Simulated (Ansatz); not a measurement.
SnO: from a starting cell to a relaxed one

The start is a generated trial cell of SnO in the AFLOW prototype AB_cI16_199_a_a (B_a). The cell and all atomic positions are relaxed at zero pressure with r2SCAN (plane waves to 500 eV, PAW, scalar-relativistic; Ansatz, a program for electronic structure). First-step values are on the input's coarse k-mesh.

Ansatz input (later rounds restart from its end on a renewed k-mesh):
Ansatz 0.2 input:
```yaml
crystal:
  lattice:
    - [-3.1943113, 3.1943113, 3.1943113]
    - [3.1943113, -3.1943113, 3.1943113]
    - [3.1943113, 3.1943113, -3.1943113]
  atoms:
    - { symbol: O, position: [0.912, 0.912, 0.912] }
    - { symbol: O, position: [0.5, 0, 0.588] }
    - { symbol: O, position: [0, 0.588, 0.5] }
    - { symbol: O, position: [0.588, 0.5, 0] }
    - { symbol: Sn, position: [0.4306, 0.4306, 0.4306] }
    - { symbol: Sn, position: [0.5, 0, 0.0694] }
    - { symbol: Sn, position: [0, 0.0694, 0.5] }
    - { symbol: Sn, position: [0.0694, 0.5, 0] }
basis: { ecutwfc: 500, ecutrho_ratio: 4, xc_grid: 4, fft_grid_basis: typed }
kpoints: { mp_grid: { grid: [5, 5, 5] } }
hamiltonian:
  xc: r2scan
  dispersion: none
  pseudopotentials: { azcp: { folder: ./paw }, kind: paw }
scf: { occupations: { method: fermi_dirac, width: 0.05 } }
relax: { f_tol: 0.01, max_steps: 100, cell: { stress_tol: 0.02 } }
output: { forces: true, stress: true }
```

Q: Which atoms feel the largest initial force, and how large is it?

A: 3.89 eV/Å, on Sn5, Sn6, Sn7, Sn8 (atoms numbered as listed).

Q: How much energy is released per atom?

A: 0.63 eV/atom.

Q: How does the volume per atom move from start to end?

A: +2.4 %, from 16.30 to 16.69 Å³/atom.

Q: How do the shortest distances between atoms change?

A: The closest pairs of elements (up to four, under 3.6 Å), start → end: O–Sn 2.66 → 2.11 Å; O–O 2.69 → 2.67 Å; Sn–Sn 2.79 → 3.06 Å.

Q: Is the relaxed structure metallic? Give its gap.

A: 0.62 eV, indirect (valence top at 57 % of the way from P to H, conduction bottom at k = (0.4286, 0.4286, -0.4286)) (no spin-orbit coupling).

Q: Give the final cell and atomic positions.

A: 
```cif
data_O8Sn8
_chemical_formula_sum 'O8 Sn8'
_space_group_name_H-M_alt 'I213'
_space_group_IT_number 199
_space_group_name_Hall 'I 2b 2c 3'
_cell_length_a 6.44012
_cell_length_b 6.44012
_cell_length_c 6.44012
_cell_angle_alpha 90.000
_cell_angle_beta 90.000
_cell_angle_gamma 90.000
loop_
_atom_site_label
_atom_site_type_symbol
_atom_site_symmetry_multiplicity
_atom_site_Wyckoff_symbol
_atom_site_fract_x
_atom_site_fract_y
_atom_site_fract_z
_atom_site_occupancy
O1 O 8 a 0.45118 0.45118 0.45118 1
Sn1 Sn 8 a 0.26244 0.26244 0.26244 1
```
(The calculation used a cell of 8 atoms; values per cell refer to that cell.)

The space group stays I2₁3 (No. 199) (the run could not lower it), with 8 atoms in the primitive cell. Final values are on a 7×7×7 k-mesh of the relaxed cell. No spin polarisation in the result.

The run could not lose the symmetry of its start, so the end can be a saddle point.

The relaxed structure here is a generated cell of SnO: the first start was made by placing the elements on the sites of a structure type, and the end was not matched to a known phase here, so it may be hypothetical. Known forms of SnO include space group No. 129.
